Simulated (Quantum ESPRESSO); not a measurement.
Space group Fm-3m (No. 225); a = b = c = 10.6277 Å, α = β = γ = 90.00°

```tsv
atom	site	symmetry	x	y	z
Li	4b	m-3m	0.5000	0.5000	0.5000
Cl	24e	4m.m	0.0000	0.0000	0.2497
Y	4a	m-3m	0.0000	0.0000	0.0000
Cs	8c	-43m	0.2500	0.2500	0.2500
```
(The calculation used a cell of 10 atoms; values per cell refer to that cell.)

The geometry is that of Materials Project entry mp-567652, symmetrised and not relaxed again.

### Question
What does PBEsol (Quantum ESPRESSO, PseudoDojo norm-conserving, 74 Ry, no spin-orbit coupling) give for the electronic structure near the Fermi level?

### Answer
The PBEsol gap is direct, 4.83 eV at Γ. Another valence extremum on the path lies within 0.02 eV, too close to call.
